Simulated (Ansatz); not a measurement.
CdSiN$_{2}$ in space group R-3m (No. 166; Cd on 3a, Si on 3b, N on 6c), PBEsol (plane waves, PAW; program Ansatz), all energies at zero smearing, with the estimated change up to a 700 eV cutoff added, with one set of potentials and settings (totals compare only within such a set). Cell of 4 atoms (1 Cd, 1 Si, 2 N): -9563.643 eV.

```json
[
 {"element": "Cd", "reference phase": "P6_3/mmc, 2 atoms in the cell", "E (eV/atom)": "-8184.1338"},
 {"element": "Si", "reference phase": "Fd-3m, 2 atoms in the cell", "E (eV/atom)": "-621.4938"},
 {"element": "N", "reference phase": "Pa-3, 8 atoms in the cell", "E (eV/atom)": "-378.4910"}
]
```

Formation energy per atom, worked out: (-9563.643 − 1×(-8184.1338) − 1×(-621.4938) − 2×(-378.4910))/4 = -0.258 eV/atom (-25 kJ per mol of atoms), at 0 K, without zero-point energy or fitted corrections.

The start of the workflow was typed in or built on a structure type; neither database checked (COD, Materials Project) lists it. Its standing as an ambient phase is unchecked. The cell was relaxed with PBEsol under the symmetry of its start; whether a distortion lowers the energy is not shown. The references are the lowest solids computed at this level, not always the standard phases (solids in place of the gases).

Potentials: the earlier of the program's two PAW sets. The files were generated under PBE; for other functionals the program regenerates the frozen cores, and for LDA and PBEsol the local potential too.
